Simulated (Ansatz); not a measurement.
BC5:
```xyz
6
Lattice="-1.2543 1.2543 5.6803 1.2543 -1.2543 5.6803 1.2543 1.2543 -5.6803" Properties=species:S:1:pos:R:3 pbc="T T T"
B      0.0000     1.2543     2.8402
C      0.0000     0.0000     9.5854
C      0.0000     0.0000     1.7753
C      0.0000     0.0000     5.6803
C      1.2543     0.0000     4.7702
C      1.2543     0.0000     0.9101
```

Relaxed with r²SCAN. Special points in fractions of this cell's reciprocal vectors: Γ (0.000, 0.000, 0.000); X (0.000, 0.000, 0.500); P (0.250, 0.250, 0.250); N (0.000, 0.500, 0.000); M (0.500, 0.500, -0.500); S (0.262, 0.738, -0.262); S0 (-0.262, 0.262, 0.262); R (-0.024, 0.024, 0.500); G (0.500, 0.500, -0.024).

Task: List the band energies nearest the Fermi level at these points for plane-wave PAW r²SCAN (Ansatz code).

Result: In eV from the Fermi level; about four levels below and three above (degenerate sets whole), none deeper than 8.9 eV; points with the same levels are listed once.

```csv
k,below,above
Γ,-5.28 -5.28 -3.32 -3.32,0.29 1.86 1.86
X,-6.85 -6.26 -5.32 -5.18,5.03 6.04 7.97
P,-6.56 -6.04 -5.49 -5.26,5.68 6.31 6.68
N,-4.81 -2.75 -2.66 -2.40,1.01 8.29 9.16
M,-2.45 -2.45 -2.10 -2.06,0.45 0.45 5.59
S,-3.08 -2.97 -2.89 -2.55,1.02 8.41 9.05
R,-6.80 -6.21 -5.35 -5.20,5.13 6.13 7.99
```

Space group I-4m2. The first step of the workflow began from a Materials Project structure, measured or hypothetical; the Crystallography Open Database copy checked does not list it. Whether it is the stable phase at ambient conditions was not checked. Symmetry was held in the r²SCAN relaxation; whether a distortion lowers the energy is not shown. Its formation energy is positive at this level, so the cell may be metastable or incomplete.

Potentials: the later of the program's two PAW sets.
